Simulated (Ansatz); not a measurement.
A distorted cell of Bi2Te3 (Bi2Te3 type, space group R-3m):

```
CELL_PARAMETERS angstrom
      2.19374     1.26655    10.09654
     -2.19374     1.26655    10.09654
      0.00000    -2.53311    10.09654
ATOMIC_POSITIONS crystal
  Bi 0.40015 0.40015 0.40015
  Bi 0.59985 0.59985 0.59985
  Te 0.88023 0.10359 0.99191
  Te 0.20936 0.20936 0.20936
  Te 0.79064 0.79064 0.79064
```

Computed with PBE-D3(BJ) (plane waves to 420 eV, PAW, scalar-relativistic; Ansatz, a first-principles code). k mesh 7×7×7 (Γ-centred), Fermi-Dirac smearing 0.05 eV. E stands for the smeared free energy. Stress and pressure are positive under compression. Bi2Te3 was relaxed with its symmetry unable to fall. Spin-orbit coupling is left out, though Bi and Te are heavy. The PAW data are Ansatz's earlier set.

**Question.** Predict the force on every atom, in eV/Å.

**Answer.** 
```tsv
atom	Fx	Fy	Fz
Bi1	-0.060	-0.095	-0.013
Bi2	-0.802	0.522	-1.216
Te3	1.860	-0.473	1.640
Te4	-0.678	0.126	-0.432
Te5	-0.321	-0.081	0.021
```

**Question.** Give the stress tensor in GPa and the pressure.

**Answer.** 
```
   2.17    -1.62     2.16
  -1.62     1.11    -1.78
   2.16    -1.78     2.51
```
The pressure, a third of the trace, is 1.93 GPa.

**Question.** In it atom 3 sits (-0.490, 0.000, -0.245) Å away from its relaxed site. What is its energy relative to the relaxed cell?

**Answer.** 570 meV/cell.

(For displaced atoms, the force is minus the slope of the energy, and its curvature is a force constant, which sets phonon frequencies.)
